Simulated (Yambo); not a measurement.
```
RbCl
1.0
    0.00000     3.18889     3.18889
    3.18889     0.00000     3.18889
    3.18889     3.18889     0.00000
Cl Rb
1 1
Direct
  0.50000   0.50000   0.50000
  0.00000   0.00000   0.00000
```

RbCl (rock salt, space group Fm-3m, No. 225): mean Im ε in 1 eV windows above the direct gap of 8.11 eV, for different electron-hole kernels (Yambo, broadening 0.15 eV, norm-conserving LDA (Quantum ESPRESSO, 56 Ry, without SOC) bands; 6×6×6 mesh, 3 valence and 7 conduction bands, static screening with 32 bands and a 4 Ry block, scissor 3.26 eV, Tamm-Dancoff; field along x).

| window (eV) | independent quasiparticles | TDDFT, adiabatic LDA kernel | BSE |
|---|---|---|---|
| 8.1 to 9.1 | 0.6 | 0.6 | 2.2 |
| 9.1 to 10.1 | 1.4 | 1.1 | 1.4 |
| 10.1 to 11.1 | 2.7 | 2.2 | 2.1 |
| 11.1 to 12.1 | 2.4 | 1.9 | 3.3 |
| 12.1 to 13.1 | 2.2 | 1.2 | 1.6 |
| 13.1 to 14.1 | 3.6 | 2.7 | 0.9 |

This run doesn't resolve bound excitons or single peaks, so only averages are given, and they too depend on the mesh; weight that the attraction moves below the gap isn't listed. All transitions below 15.81 eV are in the band window. The scissor comes from a G0W0 run whose convergence isn't established.

Geometry relaxed with LDA.
